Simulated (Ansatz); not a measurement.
InPt$_{3}$:
```cif
data_InPt3
_chemical_formula_sum 'Pt3 In1'
_space_group_name_H-M_alt 'P 1'
_space_group_IT_number 1
_cell_length_a 4.01419
_cell_length_b 4.01419
_cell_length_c 4.01419
_cell_angle_alpha 90.000
_cell_angle_beta 90.000
_cell_angle_gamma 90.000
loop_
_space_group_symop_operation_xyz
  'x, y, z'
loop_
_atom_site_label
_atom_site_type_symbol
_atom_site_fract_x
_atom_site_fract_y
_atom_site_fract_z
_atom_site_occupancy
Pt1 Pt 0.50000 0.50000 0.00000 1
Pt2 Pt 0.00000 0.50000 0.50000 1
Pt3 Pt 0.50000 0.00000 0.50000 1
In1 In 0.00000 0.00000 0.00000 1
```

Relaxed with r²SCAN.

Q: Tabulate the valence density and the electron localisation function along the shortest Pt–In contact (2.84 Å), the program Ansatz at the r²SCAN level (PAW).

A: 

```tsv
distance from Pt (Å)	density (e/Å³)	ELF
0.28	10.37	0.67
0.43	8.42	0.67
0.57	5.93	0.65
0.71	3.51	0.59
0.85	1.77	0.49
0.99	0.89	0.39
1.14	0.53	0.33
1.28	0.36	0.30
1.42	0.29	0.26
1.56	0.28	0.20
1.70	0.33	0.16
1.85	0.51	0.20
1.99	0.95	0.24
2.13	1.97	0.20
2.27	3.80	0.10
2.41	6.43	0.02
2.55	9.49	0.00
```

The density is the valence pseudo-density with augmentation charge, so density and ELF within about 1 Å of a nucleus are not all-electron values.

Space group Pm-3m (Cu3Au type). The workflow started from an entry of the Crystallography Open Database (COD). Its standing as an ambient phase is unchecked. The r²SCAN relaxation kept the symmetry of its start; its stability against distortions is not shown here. The run is not spin-polarised. Scalar-relativistic: spin–orbit coupling is off unless named, which matters more the heavier the elements.

Potentials: the later of the program's two PAW sets.
